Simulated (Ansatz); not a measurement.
Consider the following.

AlP:
```cif
data_AlP
_chemical_formula_sum 'P1 Al1'
_space_group_name_H-M_alt 'P 1'
_space_group_IT_number 1
_cell_length_a 3.89457
_cell_length_b 3.89457
_cell_length_c 3.89457
_cell_angle_alpha 60.000
_cell_angle_beta 60.000
_cell_angle_gamma 60.000
loop_
_space_group_symop_operation_xyz
  'x, y, z'
loop_
_atom_site_label
_atom_site_type_symbol
_atom_site_fract_x
_atom_site_fract_y
_atom_site_fract_z
_atom_site_occupancy
P1 P 0.75000 0.75000 0.75000 1
Al1 Al 0.00000 0.00000 0.00000 1
```

This is the PBE-relaxed structure.

Task: All from DFT-PBE in the program Ansatz with PAW potentials, unless another level is named. Predict the band gap.

Result: 1.63 eV (indirect).

Task: Next, the hole effective mass, band 1 of 3 at the edge?

Result: 0.56 along [100], 6.4 along [110], 1.4 along [111] (mₑ).

Task: Give the formation energy from the elements (no fitted shifts).

Result: -0.63 eV/atom.

Task: Give the hole effective mass, band 3 of 3 at the edge.

Result: 0.19 along [100], 0.15 along [110], 0.14 along [111] (mₑ).

Task: Give the weight of the conduction-edge state by species (Voronoi cells).

Result: Al 63 %, P 37 %.

Task: And the weight of the valence-edge state by species (Voronoi cells)?

Result: P 77 %, Al 23 %.

Space group F-43m (zinc blende). Symmetry was held in the PBE relaxation. The references are the lowest solids computed at this level, not always the standard phases.

Potentials: the later of the program's two PAW sets.
